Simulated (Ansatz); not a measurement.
NaYS₂:
```
CELL_PARAMETERS angstrom
      1.96790     1.13617     6.58525
     -1.96790     1.13617     6.58525
      0.00000    -2.27233     6.58525
ATOMIC_POSITIONS crystal
  Na 0.00000 0.00000 0.00000
  Y  0.50000 0.50000 0.50000
  S  0.24259 0.24259 0.24259
  S  0.75741 0.75741 0.75741
```

PBEsol in the plane-wave PAW code Ansatz gives a gap of 2.14 eV without spin–orbit coupling, maximum at Γ, minimum at F.

Q: What happens when spin–orbit coupling is switched on?

A: The gap falls by 0.03 eV, to 2.11 eV; maximum at Γ, minimum at F.

Q: Give the electron effective mass with spin–orbit coupling.

A: 0.33, 0.47, 1.9 mₑ (principal values).

Q: Give the hole effective mass with spin–orbit coupling.

A: 0.38, 0.38, 3.1 mₑ (principal values).

Space group R-3m. The workflow started from a Materials Project entry (that database holds measured and hypothetical structures alike); the Crystallography Open Database files this formula in space group No. 166, but the cells were not matched. Its standing as an ambient phase is unchecked. The cell was relaxed with PBEsol under the symmetry of its start; whether a distortion lowers the energy is not shown. No spin polarisation was allowed.

Potentials: the later of the program's two PAW sets.
